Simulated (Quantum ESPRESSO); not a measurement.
## Hf3YO7F (finding a planted mistake in a log)

Computed values, not a measurement. The program is pw.x of Quantum ESPRESSO 7.5 (plane-wave density functional theory). The cell is made up: 12 atoms on a fluorite lattice, with randomly drawn elements, strain and displacements, not relaxed. PseudoDojo standard norm-conserving files (v0.5 for PBE, v0.4.1 for LDA and PBEsol) set the functional; there is no spin polarisation, spin-orbit coupling or dispersion term, and the masses in the input are unused placeholders.

The hafnium pseudopotential is less sure than the others, with forces about 3 percent (worst 6) and pressure in oxides about 1.5 GPa (worst 2.7) from a second method in checks, which no rerun with the same files tests.

Intended input:

```
&control calculation='scf', pseudo_dir='./dojo.nc.sr.pbe.v0_5.standard.upf', outdir='./o', disk_io='low', tprnfor=.true., tstress=.true. /
&system ibrav=0, nat=12, ntyp=4, nbnd=54, ecutwfc=84.00895049, nosym=.true., tot_charge=0,
 occupations='smearing', smearing='fd', degauss=0.0018374661
/
&electrons conv_thr=7.350e-09, electron_maxstep=60, /
ATOMIC_SPECIES
F 1.0 F.upf
Hf 1.0 Hf.upf
O 1.0 O.upf
Y 1.0 Y.upf
CELL_PARAMETERS angstrom
5.0935 -0.0517 -0.0565
-0.0517 5.0873 0.0258
-0.0565 0.0258 4.9805
ATOMIC_POSITIONS angstrom
Hf -0.0284 -0.0142 0.0104
Y -0.055 2.5803 2.4776
Hf 2.5568 -0.0328 2.5046
Hf 2.5427 2.462 0.0324
O 1.2187 1.2481 1.237
O 1.2468 1.2804 3.7659
O 1.2151 3.8127 1.239
O 1.209 3.8718 3.7012
O 3.7503 1.288 1.2348
F 3.8067 1.2597 3.7411
O 3.797 3.7767 1.2818
O 3.7052 3.7629 3.6959
K_POINTS automatic
4 4 5 1 1 1
```

The log is shortened where brackets say so; the opening notice, blank lines, dates and the lines on written files are dropped, and the path of the files is cut. It prints rydbergs, bohrs and kilobars, and counts compression as positive stress. Where no state is partly filled, the Fermi energy that it prints is only some level between the filled and the empty states on the mesh, and need not lie in the true gap.

Log of the intended run:

```
     Program PWSCF v.7.5
     Parallel version (MPI & OpenMP), running on       4 processor cores
     Number of MPI processes:                 4
     Threads/MPI process:                     1
     [start-up lines left out]
     bravais-lattice index     =            0
     lattice parameter (alat)  =       9.6264  a.u.
     unit-cell volume          =     870.6886 (a.u.)^3
     number of atoms/cell      =           12
     number of atomic types    =            4
     number of electrons       =        96.00
     number of Kohn-Sham states=           54
     kinetic-energy cutoff     =      84.0090  Ry
     charge density cutoff     =     336.0358  Ry
     scf convergence threshold =      7.3E-09
     mixing beta               =       0.7000
     number of iterations used =            8  plain     mixing
     Exchange-correlation= PBE
                           (   1   4   3   4   0   0   0)
     [axes and pseudopotential details left out]
   Cartesian axes
     site n.     atom                  positions (alat units)
         1        Hf     tau(   1) = (  -0.0055751  -0.0027876   0.0020416  )
         2        Y      tau(   2) = (  -0.0107969   0.5065296   0.4863689  )
         3        Hf     tau(   3) = (   0.5019164  -0.0064389   0.4916692  )
         4        Hf     tau(   4) = (   0.4991485   0.4833065   0.0063603  )
         5        O      tau(   5) = (   0.2392387   0.2450101   0.2428311  )
         6        O      tau(   6) = (   0.2447549   0.2513508   0.7392705  )
         7        O      tau(   7) = (   0.2385320   0.7484577   0.2432237  )
         8        O      tau(   8) = (   0.2373345   0.7600594   0.7265695  )
         9        O      tau(   9) = (   0.7362081   0.2528427   0.2423992  )
        10        F      tau(  10) = (   0.7472798   0.2472873   0.7344021  )
        11        O      tau(  11) = (   0.7453757   0.7413906   0.2516256  )
        12        O      tau(  12) = (   0.7273547   0.7386816   0.7255291  )
     number of k points=    40  Fermi-Dirac smearing, width (Ry)=  0.0018
                       cart. coord. in units 2pi/alat
        k(    1) = (   0.1274358   0.1259388   0.1030737), wk =   0.0500000
        k(    2) = (   0.1296949   0.1249242   0.3076654), wk =   0.0500000
     [further k points left out]
     Dense  grid:    90499 G-vectors     FFT dimensions: (  60,  60,  60)
     Estimated max dynamical RAM per process >     253.17 MB
     Estimated total dynamical RAM >     946.39 MB
     Initial potential from superposition of free atoms
     starting charge      95.9899, renormalised to      96.0000
     Starting wfcs are   72 randomized atomic wfcs
     total cpu time spent up to now is        3.8 secs
     per-process dynamical memory:   186.2 Mb
     Self-consistent Calculation
     iteration #  1     ecut=    84.01 Ry     beta= 0.70
     Davidson diagonalization with overlap
     ethr =  1.00E-02,  avg # of iterations =  2.0
     total cpu time spent up to now is        9.4 secs
     total energy              =    -700.42699594 Ry
     estimated scf accuracy    <       4.38464649 Ry
     iteration #  2     ecut=    84.01 Ry     beta= 0.70
     Davidson diagonalization with overlap
     ethr =  4.57E-03,  avg # of iterations =  4.9
     total cpu time spent up to now is       17.7 secs
     total energy              =    -700.55168664 Ry
     estimated scf accuracy    <       8.67406044 Ry
     [iterations 3 to 12 left out]
     iteration # 13     ecut=    84.01 Ry     beta= 0.70
     Davidson diagonalization with overlap
     ethr =  1.06E-09,  avg # of iterations =  2.0
     total cpu time spent up to now is       94.1 secs
     total energy              =    -702.54012324 Ry
     estimated scf accuracy    <       0.00000006 Ry
     iteration # 14     ecut=    84.01 Ry     beta= 0.70
     Davidson diagonalization with overlap
     ethr =  6.19E-11,  avg # of iterations =  4.1
     total cpu time spent up to now is      101.7 secs
     End of self-consistent calculation
     [lines on levels left out]
     the Fermi energy is    14.1237 ev
!    total energy              =    -702.54012326 Ry
     estimated scf accuracy    <          3.6E-09 Ry
     smearing contrib. (-TS)   =       0.00000000 Ry
     internal energy E=F+TS    =    -702.54012326 Ry
     The total energy is F=E-TS. E is the sum of the following terms:
     one-electron contribution =    -103.26974886 Ry
     hartree contribution      =     113.26505310 Ry
     xc contribution           =    -172.44401285 Ry
     ewald contribution        =    -540.09141465 Ry
     convergence has been achieved in  14 iterations
     Forces acting on atoms (cartesian axes, Ry/au):
     atom    1 type  2   force =     0.12441310   -0.08281435    0.07340642
     atom    2 type  4   force =     0.09484056    0.02420265   -0.00094897
     atom    3 type  2   force =    -0.12121573   -0.07774631   -0.07633320
     atom    4 type  2   force =    -0.11546418    0.09166200    0.05165885
     atom    5 type  3   force =     0.02517901   -0.02918354   -0.01717482
     atom    6 type  3   force =     0.04881928   -0.02337734    0.01548512
     atom    7 type  3   force =     0.06011507    0.03004336   -0.05471238
     atom    8 type  3   force =     0.01400130    0.03575937    0.05795189
     atom    9 type  3   force =    -0.02928417   -0.07328140   -0.05024453
     atom   10 type  1   force =    -0.02679817   -0.02120007    0.01367361
     atom   11 type  3   force =    -0.06065700    0.08229566   -0.07639993
     atom   12 type  3   force =    -0.01394906    0.04363997    0.06363793
     Total force =     0.371634     Total SCF correction =     0.000175
     Computing stress (Cartesian axis) and pressure
          total   stress  (Ry/bohr**3)                   (kbar)     P=      163.28
   0.00086171   0.00000586   0.00025529          126.76        0.86       37.55
   0.00000586   0.00093941  -0.00010879            0.86      138.19      -16.00
   0.00025529  -0.00010879   0.00152871           37.55      -16.00      224.88
     init_run     :      3.53s CPU      3.69s WALL (       1 calls)
     electrons    :     97.29s CPU     97.96s WALL (       1 calls)
     forces       :      1.38s CPU      1.43s WALL (       1 calls)
     stress       :      4.73s CPU      4.86s WALL (       1 calls)
     [timing details left out]
     PWSCF        :   1m47.04s CPU   1m48.08s WALL
     JOB DONE.
```

A second run was made from an input with one planted mistake. Its log:

```
     Program PWSCF v.7.5
     Parallel version (MPI & OpenMP), running on       4 processor cores
     Number of MPI processes:                 4
     Threads/MPI process:                     1
     [start-up lines left out]
     bravais-lattice index     =            0
     lattice parameter (alat)  =       9.6264  a.u.
     unit-cell volume          =     870.6886 (a.u.)^3
     number of atoms/cell      =           12
     number of atomic types    =            4
     number of electrons       =        95.00
     number of Kohn-Sham states=           54
     kinetic-energy cutoff     =      84.0090  Ry
     charge density cutoff     =     336.0358  Ry
     scf convergence threshold =      7.3E-09
     mixing beta               =       0.7000
     number of iterations used =            8  plain     mixing
     Exchange-correlation= PBE
                           (   1   4   3   4   0   0   0)
     [axes and pseudopotential details left out]
   Cartesian axes
     site n.     atom                  positions (alat units)
         1        Hf     tau(   1) = (  -0.0055751  -0.0027876   0.0020416  )
         2        Y      tau(   2) = (  -0.0107969   0.5065296   0.4863689  )
         3        Hf     tau(   3) = (   0.5019164  -0.0064389   0.4916692  )
         4        Hf     tau(   4) = (   0.4991485   0.4833065   0.0063603  )
         5        O      tau(   5) = (   0.2392387   0.2450101   0.2428311  )
         6        O      tau(   6) = (   0.2447549   0.2513508   0.7392705  )
         7        O      tau(   7) = (   0.2385320   0.7484577   0.2432237  )
         8        O      tau(   8) = (   0.2373345   0.7600594   0.7265695  )
         9        O      tau(   9) = (   0.7362081   0.2528427   0.2423992  )
        10        F      tau(  10) = (   0.7472798   0.2472873   0.7344021  )
        11        O      tau(  11) = (   0.7453757   0.7413906   0.2516256  )
        12        O      tau(  12) = (   0.7273547   0.7386816   0.7255291  )
     number of k points=    40  Fermi-Dirac smearing, width (Ry)=  0.0018
                       cart. coord. in units 2pi/alat
        k(    1) = (   0.1274358   0.1259388   0.1030737), wk =   0.0500000
        k(    2) = (   0.1296949   0.1249242   0.3076654), wk =   0.0500000
     [further k points left out]
     Dense  grid:    90499 G-vectors     FFT dimensions: (  60,  60,  60)
     Estimated max dynamical RAM per process >     253.17 MB
     Estimated total dynamical RAM >     946.39 MB
     Initial potential from superposition of free atoms
     starting charge      95.9899, renormalised to      95.0000
     Starting wfcs are   72 randomized atomic wfcs
     total cpu time spent up to now is        3.8 secs
     per-process dynamical memory:   186.2 Mb
     Self-consistent Calculation
     iteration #  1     ecut=    84.01 Ry     beta= 0.70
     Davidson diagonalization with overlap
     ethr =  1.00E-02,  avg # of iterations =  2.0
     total cpu time spent up to now is        9.4 secs
     total energy              =    -701.46786289 Ry
     estimated scf accuracy    <       4.17068086 Ry
     iteration #  2     ecut=    84.01 Ry     beta= 0.70
     Davidson diagonalization with overlap
     ethr =  4.39E-03,  avg # of iterations =  4.4
     total cpu time spent up to now is       17.4 secs
     total energy              =    -702.00486378 Ry
     estimated scf accuracy    <       6.55921843 Ry
     [iterations 3 to 14 left out]
     iteration # 15     ecut=    84.01 Ry     beta= 0.70
     Davidson diagonalization with overlap
     ethr =  4.18E-10,  avg # of iterations =  2.0
     total cpu time spent up to now is       98.1 secs
     total energy              =    -703.44059811 Ry
     estimated scf accuracy    <       0.00000008 Ry
     iteration # 16     ecut=    84.01 Ry     beta= 0.70
     Davidson diagonalization with overlap
     ethr =  8.93E-11,  avg # of iterations =  2.0
     total cpu time spent up to now is      103.5 secs
     End of self-consistent calculation
     [lines on levels left out]
     the Fermi energy is    11.9685 ev
!    total energy              =    -703.44059812 Ry
     estimated scf accuracy    <          4.9E-09 Ry
     smearing contrib. (-TS)   =      -0.00114492 Ry
     internal energy E=F+TS    =    -703.43945320 Ry
     The total energy is F=E-TS. E is the sum of the following terms:
     one-electron contribution =    -104.48005204 Ry
     hartree contribution      =     112.47700667 Ry
     xc contribution           =    -171.34499318 Ry
     ewald contribution        =    -540.09141465 Ry
     convergence has been achieved in  16 iterations
     Forces acting on atoms (cartesian axes, Ry/au):
     atom    1 type  2   force =     0.07284883   -0.06282388    0.06981551
     atom    2 type  4   force =     0.05775072    0.00232428    0.00287667
     atom    3 type  2   force =    -0.07349060   -0.05346292   -0.07612626
     atom    4 type  2   force =    -0.06665655    0.07037659    0.05089726
     atom    5 type  3   force =     0.02789112   -0.03082842   -0.02136029
     atom    6 type  3   force =     0.04330985   -0.02999297    0.01760386
     atom    7 type  3   force =     0.06221724    0.03830957   -0.05317118
     atom    8 type  3   force =     0.01561693    0.03631247    0.05637511
     atom    9 type  3   force =    -0.03034631   -0.07281189   -0.04927649
     atom   10 type  1   force =    -0.02826270   -0.02283255    0.01468483
     atom   11 type  3   force =    -0.06330494    0.08056370   -0.07329493
     atom   12 type  3   force =    -0.01757360    0.04486602    0.06097590
     Total force =     0.306252     Total SCF correction =     0.000184
     Computing stress (Cartesian axis) and pressure
          total   stress  (Ry/bohr**3)                   (kbar)     P=      -40.44
  -0.00023513   0.00003426   0.00025550          -34.59        5.04       37.58
   0.00003426  -0.00025771  -0.00011837            5.04      -37.91      -17.41
   0.00025550  -0.00011837  -0.00033178           37.58      -17.41      -48.81
     init_run     :      3.57s CPU      3.71s WALL (       1 calls)
     electrons    :     99.09s CPU     99.78s WALL (       1 calls)
     forces       :      1.40s CPU      1.42s WALL (       1 calls)
     stress       :      4.67s CPU      4.79s WALL (       1 calls)
     [timing details left out]
     PWSCF        :   1m48.82s CPU   1m49.83s WALL
     JOB DONE.
```

Question: what was wrong in the second input?

Answer: the cell has the wrong charge. The input lines that differ, file-writing options aside:

```
- &system ibrav=0, nat=12, ntyp=4, nbnd=54, ecutwfc=84.00895049, nosym=.true., tot_charge=0,
+ &system ibrav=0, nat=12, ntyp=4, nbnd=54, ecutwfc=84.00895049, nosym=.true., tot_charge=1,
```

```
                                            intended run  run with the mistake
                          free energy (eV)     -9558.545             -9570.797
                    smearing term -TS (eV)        0.0000               -0.0156
                            pressure (GPa)         16.33                 -4.04
            largest force component (eV/Å)         3.199                 2.071
largest change of a force component (eV/Å)                               1.326
                                iterations            14                    16
```

For scale, a rerun of the intended cell at a cutoff of 1437 eV and k mesh 6 x 6 x 7 moved values by no more than 0.003 eV in energy, 0.04 GPa in stress and 0.002 eV/Å in force. The charged cell sits in a uniform background, so its energy and stress rest on the program's zero of potential.